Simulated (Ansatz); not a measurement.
**YSi2 (AlB2-type structure)**

The computed numbers are results of PBEsol, scalar-relativistic (no spin polarisation) in the plane-wave PAW code Ansatz at 420 eV, Γ-centred 10×10×8 mesh, 0.05 eV Gaussian smearing. The datasets are Ansatz's generated set soft_2.

```
Y Si
1.0
     4.07513    0.00000    0.00000
    -2.03756    3.52916    0.00000
     0.00000    0.00000    3.88321
Y Si
1 2
Direct
  0.00000 0.00000 0.00000
  0.33333 0.66667 0.50000
  0.66667 0.33333 0.50000
```

The Crystallography Open Database holds a cell of this formula and space group, from which this one stands far in volume, proportions or bonds. The database's entry of this formula in the relaxed cell's space group, P6/mmm, has axes of 3.830 × 3.830 × 4.140 Å and 17.53 Å³/atom (1967), the relaxed one 4.075 × 4.075 × 3.883 Å and 18.62.

Q: Which orbitals carry the states at the Fermi level, and how many states are there?

A: Within 0.1 eV of it: Si 3p 41 %, Y 4d 38 %, Si 3s 18 % (shares among the projected shells). The density of states at the Fermi level is about 2 states/eV per cell, averaged over 0.3 eV.

Density of states (tetrahedra, averaged over 0.5 eV; states/eV per cell of 3 atoms; energy in eV from the Fermi level; projections on Löwdin-orthogonalised atomic orbitals, summed over sites):

```
    E  total  Y 4d  Si 3p  Si 3s  Y 5s  Y 4p
-5.60   0.68  0.08   0.45   0.10  0.04  0.01
-5.10   1.01  0.10   0.77   0.07  0.05  0.02
-4.60   1.75  0.23   1.36   0.07  0.06  0.02
-4.10   1.51  0.19   1.21   0.05  0.03  0.02
-3.60   1.37  0.21   1.07   0.02  0.04  0.02
-3.10   1.19  0.23   0.89   0.01  0.03  0.02
-2.60   1.48  0.48   0.92   0.02  0.02  0.02
-2.10   1.61  0.70   0.82   0.04  0.01  0.01
-1.60   1.01  0.54   0.38   0.05  0.00  0.00
-1.10   1.04  0.56   0.35   0.08  0.00  0.00
-0.60   0.82  0.23   0.30   0.20  0.03  0.00
-0.10   1.84  0.62   0.70   0.35  0.04  0.01
 0.40   1.31  0.49   0.48   0.21  0.03  0.00
 0.90   1.39  0.58   0.47   0.18  0.04  0.00
 1.40   1.81  0.81   0.50   0.22  0.09  0.00
 1.90   2.02  1.02   0.41   0.16  0.15  0.00
 2.40   2.03  1.02   0.40   0.14  0.18  0.00
 2.90   2.58  1.39   0.48   0.21  0.19  0.00
 3.40   2.79  1.73   0.44   0.20  0.19  0.00
 3.90   3.31  1.90   0.52   0.25  0.28  0.00
 4.40   2.84  1.40   0.58   0.24  0.15  0.00
 4.90   2.83  1.04   0.73   0.24  0.13  0.00
```

With 19 valence electrons in the calculation's cell and no magnetic order, the bands, two electrons each, can't all be full or empty: band theory demands a metal. (Only strong correlation, outside this picture, could make a Mott insulator of it.)

Spin polarisation wasn't tried.
